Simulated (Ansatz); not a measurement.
The calculation used DFT PBE, scalar-relativistic, plane waves, PAW (Ansatz). All cells share a 420 eV cutoff and Γ-centred k meshes spaced at most about 0.3 Å⁻¹ (about 0.25 or finer for metals, 2π included). No spin polarisation in the final relaxations.

Temperature and zero-point effects are left out.

Two forms of CdBr were relaxed alike.

A.

```cif
data_structure
_symmetry_space_group_name_H-M 'Fm-3m'
_symmetry_Int_Tables_number 225
_cell_length_a 6.2323
_cell_length_b 6.2323
_cell_length_c 6.2323
_cell_angle_alpha 90.000
_cell_angle_beta 90.000
_cell_angle_gamma 90.000
_cell_volume 242.07
loop_
_atom_site_label
_atom_site_type_symbol
_atom_site_symmetry_multiplicity
_atom_site_Wyckoff_symbol
_atom_site_fract_x
_atom_site_fract_y
_atom_site_fract_z
_atom_site_occupancy
Cd1 Cd 4 a 0.00000 0.00000 0.00000 1
Br1 Br 4 b 0.50000 0.00000 0.00000 1
```

B.

```cif
data_structure
_symmetry_space_group_name_H-M 'Pm-3m'
_symmetry_Int_Tables_number 221
_cell_length_a 3.7655
_cell_length_b 3.7655
_cell_length_c 3.7655
_cell_angle_alpha 90.000
_cell_angle_beta 90.000
_cell_angle_gamma 90.000
_cell_volume 53.39
loop_
_atom_site_label
_atom_site_type_symbol
_atom_site_symmetry_multiplicity
_atom_site_Wyckoff_symbol
_atom_site_fract_x
_atom_site_fract_y
_atom_site_fract_z
_atom_site_occupancy
Cd1 Cd 1 a 0.00000 0.00000 0.00000 1
Br1 Br 1 b 0.50000 0.50000 0.50000 1
```

**Question.** Which form is favoured at zero pressure, and by what margin per atom?

**Answer.** A is lower, by 123 meV/atom. A has the rock salt type, space group Fm-3m (No. 225), 30.3 Å³/atom and no gap on its mesh; B has the caesium chloride type, space group Pm-3m (No. 221), 26.7 Å³/atom and no gap. Counting Br atoms around Cd (those within 1.25 times the shortest such distance or 1.15 times the sum of covalent radii; the shortest distance is added where it is long for a bond), A has Cd 6 from 3.1 Å and B has Cd 8 from 3.3 Å. The lower one is the more open, so pressure narrows the difference. Both come from invented guesses.

In Fm-3m, Pm-3m an odd number of electrons in the primitive cell allows no gap without spin; a larger cell or a magnetic state could open one. A magnetic state wasn't ruled out in cells without spin, among them Fm-3m, Pm-3m. Cells relaxed within their symmetry can be saddle points.
